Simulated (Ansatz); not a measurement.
WC:
Space group P-6m2 (No. 187); a = b = 2.9121 Å, c = 2.8363 Å, α = β = 90.00°, γ = 120.00°

```json
[
 {"atom": "W", "site": "1a", "symmetry": "-6m2", "x": "0.0000", "y": "0.0000", "z": "0.0000"},
 {"atom": "C", "site": "1f", "symmetry": "-6m2", "x": "0.6667", "y": "0.3333", "z": "0.5000"}
]
```

Relaxed at zero pressure with r²SCAN (plane waves, PAW; program Ansatz).

Q: The volume is lowered by 3 % and shape and atoms relax at that volume. What pressure results, and how do the axes share the change?

A: 13.0 GPa; a -1.1 %, b -1.1 %, c -0.8 %; the energy rises by 12 meV/atom.

Q: Give the new structure.

A: 
Space group P-6m2 (No. 187); a = b = 2.880 Å, c = 2.812 Å, α = β = 90.00°, γ = 120.00°

| atom | site | symmetry | x | y | z |
|---|---|---|---|---|---|
| W | 1a | -6m2 | 0.0000 | 0.0000 | 0.0000 |
| C | 1f | -6m2 | 0.6667 | 0.3333 | 0.5000 |

The phase is kept; no other phase was compared at this pressure.

The cell was relaxed with r²SCAN under the symmetry of its start; of distortions, only those at the zone centre were tested. The run is not spin-polarised. Spin–orbit coupling is left out wherever it is not named.

Potentials: the later of the program's two PAW sets.
